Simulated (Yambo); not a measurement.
```xyz
3
Lattice="3.2222 0.0000 0.0000 -1.6111 2.7905 0.0000 0.0000 0.0000 16.3000" Properties=species:S:1:pos:R:3 pbc="T T T"
Se     0.0000     0.0000    -1.6921
Se     0.0000     0.0000     1.6921
W      0.0000     1.8603     0.0000
```

Response from Yambo on norm-conserving PBEsol (Quantum ESPRESSO, 86 Ry, without SOC) bands: 24×24×1 mesh, 51 bands, 2 Ry local-field block, 0.2 eV broadening.

Task: Give the static in-plane polarisability without and with local fields.

Result: 
```json
[
 {"field along": "x", "α(0), independent particles (Å)": "7.58", "α(0), RPA with local fields (Å)": "7.30", "screening length 2πα (Å)": "45.9"}
]
```
Electronic (clamped-ion) response only. Spin-orbit coupling, left out here, changes gap and response of such heavy elements. Convergence of the RPA response with its 24×24×1 mesh was not tested.

Geometry strained from the cell relaxed with PBEsol, atoms relaxed again.
